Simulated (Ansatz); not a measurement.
Al$_{2}$Au (fluorite type, space group Fm-3m)

```xyz
3
Lattice="0.0000 2.9783 2.9783 2.9783 0.0000 2.9783 2.9783 2.9783 0.0000" Properties=species:S:1:pos:R:3 pbc="T T T"
Al     1.4892     1.4892     1.4892
Al     4.4675     4.4675     4.4675
Au     0.0000     0.0000     0.0000
```

The slice is a {111} plane (indices of the conventional cell) through the point (0.000, 0.000, 0.000) (fractional), spanned by u = [100] and v = [-1 2 0] in vectors of this cell: u (4.21 Å) and v (7.30 Å, at 90° to u). It covers one period; positions are fractions (u, v).

Calculation: LDA (plane waves to 420 eV, PAW, scalar-relativistic; Ansatz, a first-principles code). k mesh 14×14×14. Inside the PAW spheres the values are not all-electron values, and peaks at nuclei hang on which shells count as valence. Al2Au was relaxed with its symmetry unable to fall. Spin-orbit coupling is left out, though Au is heavy.

Problem. Predict the map of the electron localisation function (ELF) on the slice.

Solution. 
```
v \ u  0.00  0.17  0.33  0.50  0.67  0.83
-----  ----  ----  ----  ----  ----  ----
0.90   0.48  0.35  0.58  0.44  0.58  0.35
0.80   0.53  0.51  0.53  0.32  0.53  0.51
0.70   0.32  0.53  0.51  0.53  0.51  0.53
0.60   0.44  0.58  0.35  0.48  0.35  0.58
0.50   0.53  0.44  0.49     x  0.49  0.44
0.40   0.44  0.58  0.35  0.48  0.35  0.58
0.30   0.32  0.53  0.51  0.53  0.51  0.53
0.20   0.53  0.51  0.53  0.32  0.53  0.51
0.10   0.48  0.35  0.58  0.44  0.58  0.35
0.00      x  0.49  0.44  0.53  0.44  0.49
```

Values: electron localisation function (ELF). Points within 0.5 Å of a nucleus are blanked (x), as the pseudised field means little there.
